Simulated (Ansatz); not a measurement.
Input, command and steps of an Ansatz relaxation.

```yaml
crystal:
  lattice:
    - [1.6705163568, -5.834312269, 0.0]
    - [1.6705163568, 5.834312269, 0.0]
    - [0.0, 0.0, 4.6355777263]
  atoms:
    - { symbol: P, position: [0.9083750595, 0.0916249405, 0.0874668967] }
    - { symbol: P, position: [0.5916249405, 0.4083750595, 0.5874668967] }
    - { symbol: P, position: [0.0916249405, 0.9083750595, 0.9125331033] }
    - { symbol: P, position: [0.4083750595, 0.5916249405, 0.4125331033] }
basis:
  ecutwfc: 420
kpoints:
  mp_grid: { grid: [12, 12, 8] }
hamiltonian:
  xc: pbe
scf:
  occupations: { method: gaussian, width: 0.01 }
output:
  forces: true
  stress: true
  eigenvalues: true
relax:
  adjacent_minimum: "off"
  f_tol: 0.01
  max_steps: 30
  cell: { stress_tol: 0.1, fix: [volume] }
```

```bash
ansatz run input.yaml --threads 1 --pin off --max-ram 2560MiB --backend cpu --events-out ev --progress --plain --runs-dir out
```

The calculation used DFT PBE, scalar-relativistic, plane waves, PAW (Ansatz 0.2.0).

The volume is held at 1.06 times that of the relaxed cell.

Of 5 frames 4 are shown, positions in Å and forces in eV/Å; the SCF threshold varies from step to step. Steps run on the plane waves of an earlier cell, with a Pulay correction in the pressure. The basis is chosen afresh for the last frame, the zero of the energies, and at times for earlier ones too; energy and pressure step there, also at an unchanged geometry.

```xyz
4
Lattice="1.6705 -5.8343 0.0000 1.6705 5.8343 0.0000 0.0000 0.0000 4.6356" Properties=species:S:1:pos:R:3:forces:R:3 pbc="T T T" step=1 free_energy_over_end_meV_per_atom=3.43 pressure_GPa=-1.95
P     1.6705   -4.7652    0.4055    0.0000   -0.1746    0.1482
P     1.6705   -1.0691    2.7232    0.0000    0.1746    0.1482
P     1.6705    4.7652    4.2301    0.0000    0.1746   -0.1482
P     1.6705    1.0691    1.9123    0.0000   -0.1746   -0.1482
4
Lattice="1.6576 -5.8868 0.0000 1.6576 5.8868 0.0000 0.0000 0.0000 4.6301" Properties=species:S:1:pos:R:3:forces:R:3 pbc="T T T" step=2 free_energy_over_end_meV_per_atom=0.78 pressure_GPa=-1.00
P     1.6576   -4.8247    0.4049    0.0000   -0.0691    0.1272
P     1.6576   -1.0621    2.7200    0.0000    0.0691    0.1272
P     1.6576    4.8247    4.2251    0.0000    0.0691   -0.1272
P     1.6576    1.0621    1.9101    0.0000   -0.0691   -0.1272
4
Lattice="1.6560 -5.9185 0.0000 1.6560 5.9185 0.0000 0.0000 0.0000 4.6097" Properties=species:S:1:pos:R:3:forces:R:3 pbc="T T T" step=3 free_energy_over_end_meV_per_atom=0.07 pressure_GPa=-0.17
P     1.6560   -4.8632    0.4082    0.0000    0.0229   -0.0257
P     1.6560   -1.0553    2.7131    0.0000   -0.0229   -0.0257
P     1.6560    4.8632    4.2015    0.0000   -0.0229    0.0257
P     1.6560    1.0553    1.8967    0.0000    0.0229    0.0257
4
Lattice="1.6540 -5.9176 0.0000 1.6540 5.9176 0.0000 0.0000 0.0000 4.6160" Properties=species:S:1:pos:R:3:forces:R:3 pbc="T T T" step=5 free_energy_over_end_meV_per_atom=0.00 pressure_GPa=-0.26
P     1.6540   -4.8607    0.4078    0.0000    0.0004    0.0029
P     1.6540   -1.0569    2.7159    0.0000   -0.0004    0.0029
P     1.6540    4.8607    4.2082    0.0000   -0.0004   -0.0029
P     1.6540    1.0569    1.9002    0.0000    0.0004   -0.0029
```

It took 83 s on 1 thread of Intel(R) Xeon(R) Platinum 8488C (Sapphire Rapids), on a shared host, peak memory 0.6 GiB.

The cell holds layers, and where no dispersion correction was added their binding is poorly described.